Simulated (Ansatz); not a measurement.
Given:

BeSe:
```
CELL_PARAMETERS angstrom
      3.61512     0.00000     0.00000
     -1.80756     3.13079     0.00000
      0.00000     0.00000     5.96395
ATOMIC_POSITIONS crystal
  Be 0.33333 0.66667 0.99936
  Se 0.66667 0.33333 0.12564
  Be 0.66667 0.33333 0.49936
  Se 0.33333 0.66667 0.62564
```

This is the PBEsol-relaxed structure. x, y and z are the axes in which the lattice vectors are written.

**Question.** All from PBEsol (plane waves, PAW; program Ansatz), unless another level is named. Predict the smallest direct gap on the standard path.

**Answer.** 3.97 eV.

**Question.** Next, the hole effective mass, band 2 of 2 at the edge?

**Answer.** 0.19 along x, 1.1 along z (mₑ).

**Question.** Predict the electron effective mass with spin–orbit coupling.

**Answer.** 0.28, 0.48, 0.48 mₑ (principal values).

**Question.** And the valence-band maximum?

**Answer.** at Γ.

**Question.** What about the conduction-band minimum?

**Answer.** at K (2 equivalent valleys).

Space group P6_3mc (wurtzite). The start of the workflow was typed in or built on a structure type; neither database checked (COD, Materials Project) lists it. COD files the formula under space group No. 216. Its standing as an ambient phase is unchecked. Symmetry was held in the PBEsol relaxation; its stability against distortions is not shown here. Spin–orbit coupling is left out wherever it is not named.

Potentials: the earlier of the program's two PAW sets. The files were generated under PBE; for other functionals the program regenerates the frozen cores, and for LDA and PBEsol the local potential too.
